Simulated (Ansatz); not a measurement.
## FeCO₃ in Ansatz, single run

Launch command:

```bash
ansatz run input.yaml --threads 1 --pin off --max-ram 2560MiB --backend cpu --events-out ev --progress --plain --runs-dir out
```

The input file (Ansatz 0.2.0, plane waves):

```yaml
crystal:
  lattice:
    - [2.33550224, 1.34840627, 5.02994755]
    - [-2.33550224, 1.34840627, 5.02994755]
    - [0.0, -2.69680247, 5.02994755]
  atoms:
    - { symbol: Fe, position: [0.0, 0.0, 0.0] }
    - { symbol: Fe, position: [0.5, 0.5, 0.5] }
    - { symbol: C, position: [0.25, 0.25, 0.25] }
    - { symbol: C, position: [0.75, 0.75, 0.75] }
    - { symbol: O, position: [0.528, 0.972, 0.25] }
    - { symbol: O, position: [0.25, 0.528, 0.972] }
    - { symbol: O, position: [0.972, 0.25, 0.528] }
    - { symbol: O, position: [0.472, 0.028, 0.75] }
    - { symbol: O, position: [0.75, 0.472, 0.028] }
    - { symbol: O, position: [0.028, 0.75, 0.472] }
  symmetry: { tolerance: 0.0003 }
kpoints:
  mp_grid: { grid: [5, 5, 5], shift: [0, 0, 0] }
magnetization:
  spin_polarized: false
scf:
  occupations: { method: fermi_dirac, width: 0.0291 }
  mixing: { algorithm: anderson, beta: 0.1, ndim: 8 }
hamiltonian:
  pseudopotentials: { kind: paw }
  xc: pbesol
basis:
  ecutwfc: 420
output:
  forces: true
  stress: true
  eigenvalues: true
```

Origin of the cell: a database entry, scaled a little.

Output (shortened):

```
Warning: crystal.lattice misses the space group found at crystal.symmetry.tolerance 3.0e-4 in a digit that the deck types, which is why this is a warning: making the lattice exact moves one o […]
Pseudopotentials: kind: paw
Pseudopotential: Fe, paw, valence charge 16, recommended cutoff 420 eV (normal), Fe.paw.azcp
Pseudopotential: C, paw, valence charge 4, recommended cutoff 420 eV (normal), C.paw.azcp
Pseudopotential: O, paw, valence charge 6, recommended cutoff 420 eV (normal), O.paw.azcp
Functional definition: PBEsol
  exchange = pbesol_x
  correlation = pbesol_c
Crystal: 10 atoms, lattice volume = 95.042 Å³
Basis set: ecut = 420 eV, 1877 PW (Γ), exchange–correlation on 80×80×80 points (8 copies of the dense FFT grid, shifted against one another)
Bands: 48, of which v1, the nominal top of the filled ones, is band 38 counted from 1 (37 counted from 0)
Symmetry: 12 space group operations
Space group: R-3c (ITA 167), of the structure as read, at distance tolerance 1.4e-3 Å
k-points: 19 of 125
[… 9 lines left out …]
Initial density: superposition of atomic densities (neutral atoms: chi_scale 0, normalization atom), corrected by the library's trained network
Functional: x = pbesol(κ = 0.804, μ = 0.123457), c = pbesol(β = 0.046)
SCF iter   1: F=—  HF=-12750.835652 eV  Δρ=1.72e-2  dr2=1.92e-1  defer=7
SCF iter   2: F=—  HF=-12750.819718 eV  Δρ=1.42e-2  dr2=1.31e-1  defer=29  κ⁻¹=1.0e0(r=1)
SCF iter   3: F=—  HF=-12750.784017 eV  Δρ=4.05e-3  dr2=1.07e-2  defer=18  κ⁻¹=3.8e-4(r=2)
SCF iter   4: F=—  HF=-12750.782814 eV  Δρ=2.68e-3  dr2=4.73e-3  defer=24  κ⁻¹=4.4e-5(r=3)
SCF iter   5: F=—  HF=-12750.782352 eV  Δρ=1.31e-3  dr2=9.21e-4  defer=24  κ⁻¹=3.0e-5(r=4)
SCF iter   6: F=—  HF=-12750.782219 eV  Δρ=7.51e-4  dr2=1.96e-4  defer=24  κ⁻¹=1.5e-6(r=5)
SCF iter   7: F=—  HF=-12750.782227 eV  Δρ=5.93e-4  dr2=1.45e-4  defer=24  κ⁻¹=1.1e-6(r=6)
SCF iter   8: F=—  HF=-12750.782282 eV  Δρ=1.49e-4  dr2=1.52e-5  defer=24  κ⁻¹=1.6e-8(r=7)
SCF iter   9: F=—  HF=-12750.782296 eV  Δρ=1.08e-4  dr2=5.03e-6  defer=24  κ⁻¹=3.8e-8(r=7)
SCF iter  10: F=—  HF=-12750.782298 eV  Δρ=3.77e-5  dr2=9.02e-7  defer=24  κ⁻¹=5.6e-8(r=7)
SCF iter  11: F=—  HF=-12750.782298 eV  Δρ=2.32e-5  dr2=1.69e-7  defer=24  κ⁻¹=1.7e-7(r=7)
SCF iter  12: F=—  HF=-12750.782298 eV  Δρ=2.08e-5  dr2=1.99e-7  κ⁻¹=1.1e-6(r=7)
SCF iter  13: F=—  HF=-12750.782299 eV  Δρ=5.64e-6  dr2=1.28e-8  κ⁻¹=7.6e-9(r=7)
SCF iter  14: F=-12750.782299 eV  HF=-12750.782299 eV  Δρ=6.66e-6  dr2=3.51e-8
SCF 1 converged in 14 iterations: F = -12750.782299 eV  dr2 = 3.51e-8
SCF converged after 14 iterations
Stability not checked: this state was not tested for a lower state beside it, because the mixer in use, unlike msr1, does not test its closes by its own steps (another_mixer; see scf.mixing.algorithm and scf.lower_state_search)
Free energy (F): -12750.782299 eV
Harris-Foulkes:  -12750.782299 eV  (|F-HF|=2.61e-8)
Internal energy: -12750.782228 eV  (E = F + TS)
E sigma→0 (E₀):  -12750.782263 eV
Entropy (-TS):   -0.000071 eV (-0.007 meV/atom)
Fermi energy:    9.331713 eV
--- Per-component energies (eV) ---
  E_band       = -791.928223
  E_kinetic    = 1911.034439
  E_local      = -7872.667598  (includes V_loc(G=0)·N_el)
  E_nonlocal   = 796.954154
  E_hartree    = 3081.524112
  E_xc         = -752.277744
  E_vxc        = -963.307494  (∫ρ·V_xc dr)
  E_paw        = -3778.293276  (= ΣΔE_a)
  E_vpaw       = -827.018697  (= ΣTr[D̂ρ^β])
  E_aug_tail   = 0.016145  (compensation charges beyond the density's cutoff)
  E_ewald      = -6137.684792
  E_core_change = 0.612332  (= ΣΔE_core)
  E_smearing   = -0.000071  (= −TS)
  Σ components = -12750.782299   (vs F -12750.782299, Δ=0.00e0)
--- Forces (eV/Å), atoms counted from 1 ---
  atom   1  Fe    -0.000000     0.000000     0.000000
  atom   2  Fe     0.000000     0.000000     0.000000
  atom   3  C      0.000000     0.000000     0.000000
  atom   4  C     -0.000000     0.000000     0.000000
  atom   5  O      0.528303    -0.000000    -0.000000
  atom   6  O     -0.264152     0.457524    -0.000000
  atom   7  O     -0.264152    -0.457524     0.000000
  atom   8  O     -0.528303    -0.000000     0.000000
  atom   9  O      0.264152    -0.457524     0.000000
  atom  10  O      0.264152     0.457524    -0.000000
  max |Σ_I F_I| component: 1.16e-18 eV/Å
--- Stress (GPa, compression-positive) ---
      -19.074764       0.000000       0.000000
        0.000000     -19.074764      -0.000000
        0.000000      -0.000000     -19.291111
  P = ⅓ Tr σ = -19.1469 GPa (-191.469 kbar)
```

Time: 4.7 s on 1 thread of Intel(R) Xeon(R) 6975P-C (Granite Rapids), on a shared host, peak memory 0.52 GiB, from the program's own first density.
